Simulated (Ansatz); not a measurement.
The guess for Sc4BP3 was proposed by analogy with related compounds (I4/mmm, No. 139). Its size is a guess.

```yaml
crystal:
  lattice:
    - [-2.56500, 2.56500, 5.13000]
    - [2.56500, -2.56500, 5.13000]
    - [2.56500, 2.56500, -5.13000]
  atoms:
    - { symbol: Sc, position: [0.75000, 0.75000, 0.00000] }
    - { symbol: Sc, position: [0.00000, 0.50000, 0.50000] }
    - { symbol: Sc, position: [0.25000, 0.25000, 0.00000] }
    - { symbol: Sc, position: [0.50000, 0.00000, 0.50000] }
    - { symbol: B, position: [0.00000, 0.00000, 0.00000] }
    - { symbol: P, position: [0.75000, 0.25000, 0.50000] }
    - { symbol: P, position: [0.50000, 0.50000, 0.00000] }
    - { symbol: P, position: [0.25000, 0.75000, 0.50000] }
```

Level of theory: DFT PBE, scalar-relativistic, plane waves, PAW (Ansatz 0.2.0). Cutoff 420 eV, Gaussian smearing, Γ-centred meshes. Cell and atoms relax first on a coarse mesh, the cell is then made exact in the group found at 0.06 to 0.08 Å, and last on a converged mesh; the steps can't lower the symmetry of their start. No spin polarisation.

A guess keeps its type if space group and coordination stay and the shape of the cell changes little (axis ratios within about 15 %, angles within 6°); the volume may change.

**Question.** Does this structure survive the relaxation?

**Answer.** It keeps its type. The symmetry stays I4/mmm (No. 139). The volume per atom grows by 5.9 %, from 16.9 to 17.9 Å³. The shortest distance goes from 2.56 Å (Sc–B and Sc–P) to 2.57 Å (Sc–B). The ratio c/a of the conventional cell changes by a factor of 1.00. Counting neighbours within 15 % of an atom's shortest distance, the start has B 6, P 6, Sc 6 and the end B 6, P 6, Sc 6.

The zero of energy is the elements' standard structures at the same level; no fitted shifts are applied. The references include black phosphorus.

**Question.** At what energy does it end?

**Answer.** −1.03 eV/atom.

The last run used an 8×8×8 mesh for its 8-atom cell and Gaussian smearing of 0.10 eV. The reference form of P is held partly by dispersion forces, which this level lacks. A structure relaxed within its symmetry needn't be a true minimum. Another cell of the same search, in Pm, lies 50 meV/atom lower, so this cell isn't the stable form at this level.
